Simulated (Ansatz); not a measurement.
GaCo (CsCl type, Pm-3m) at seven volumes, r²SCAN in the plane-wave PAW code Ansatz, scaled uniformly. One row is withheld.

```tsv
V (Å³/atom)	P (GPa)
10.538	22.54
10.885	13.66
11.233	6.16
11.580	0.00
11.928	-4.92
12.275	?
12.622	-12.53
```

Fit the shown pressures and predict the withheld one.

P = (3/2)B₀(x^(7/2) − x^(5/2))[1 + (3/4)(B′ − 4)(x − 1)] with x = (V₀/V)^(2/3). Least squares on the six rows gives V₀ = 11.585 Å³/atom, B₀ = 184 GPa, B′ = 5.43. At V = 12.275, x = 0.9622 and P = -9.10 GPa. The run itself gave -9.10 GPa.

The r²SCAN relaxation kept the symmetry of its start. Magnetic state: ferromagnetic, the only order run, not a proven ground state. The cell computed holds one magnetic atom, so no antiferromagnetic order was within reach. Other orbital occupations within this spin state were not tried.

Potentials: the later of the program's two PAW sets.
